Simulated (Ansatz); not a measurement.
CdSe:
```xyz
2
Lattice="0.0000 3.0409 3.0409 3.0409 0.0000 3.0409 3.0409 3.0409 0.0000" Properties=species:S:1:pos:R:3 pbc="T T T"
Se     4.5613     4.5613     4.5613
Cd     0.0000     0.0000     0.0000
```

Relaxed with PBEsol. Special points in fractions of this cell's reciprocal vectors: Γ (0.000, 0.000, 0.000); X (0.500, 0.000, 0.500); U (0.625, 0.250, 0.625); K (0.375, 0.375, 0.750); L (0.500, 0.500, 0.500); W (0.500, 0.250, 0.750).

Problem. List the band energies nearest the valence-band maximum at these points for plane-wave PAW PBEsol with spin–orbit coupling (Ansatz code).

Solution. In eV from the valence-band maximum; about four levels below and three above (degenerate sets whole), none deeper than 8.9 eV; points with the same levels are listed once.

| k | below | above |
|---|---|---|
| Γ | 0.00 0.00 0.00 0.00 | 0.36 0.36 5.46 5.46 |
| X | -2.07 -2.07 -1.94 -1.94 | 2.89 2.89 3.56 3.56 |
| U | -2.73 -2.65 -1.66 -1.65 | 3.48 3.49 4.90 |
| L | -1.00 -1.00 -0.76 -0.76 | 2.17 2.17 6.16 6.16 |
| W | -2.50 -2.36 -2.33 -2.32 | 4.76 4.95 4.97 |

Space group F-43m (zinc blende). The PBEsol relaxation kept the symmetry of its start.

Potentials: the later of the program's two PAW sets.
